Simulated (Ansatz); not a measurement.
SrTiO3 on the sites of the cubic perovskite structure (relaxed group Pm-3m), relaxed with r2SCAN in Ansatz 0.2.0: space group Pm-3m (No. 221), cubic; a = 3.907 Å in the conventional setting, 11.93 Å³ an atom. Sr has 12 O at 2.76 Å; Ti has 6 O at 1.95 Å; O has 2 Ti at 1.95 Å and 4 Sr at 2.76 Å. The primitive cell holds 5 atoms in 59.63 Å³. Calculated for a static, non-magnetic cell.

Computed values: HSE06 (4×4×4) gives a least gap of 3.32 eV and a least direct gap of 3.70 eV. r2SCAN's ε∞ is 5.64.

**Question.** What is the density?

**Answer.** The cell holds 1 Sr, 1 Ti, 3 O: M = 1×87.620 + 1×47.867 + 3×15.999 = 183.48 u in V = 59.63 Å³. ρ = 1.66054 × M/V = 1.66054 × 183.48/59.63 = 5.109 g/cm³, for the static r2SCAN lattice.

**Question.** At what wavelength does absorption set in by HSE06, excitons left aside?

**Answer.** λ = 1239.84 eV nm/E: 373 nm for the least gap, where it needs phonons and is weak, and 335 nm for direct transitions.

**Question.** What refractive index and reflectivity at normal incidence follow, below the gap and above the phonons?

**Answer.** n = √5.64 = 2.375; R = ((n − 1)/(n + 1))² = (1.375/3.375)² = 16.6 % a face.

The meshes of the hybrids are coarse, so their gaps aren't converged to the digits shown.

For a response run the program warns that the ground state's bands aren't all converged, so ε∞ carries an extra error.
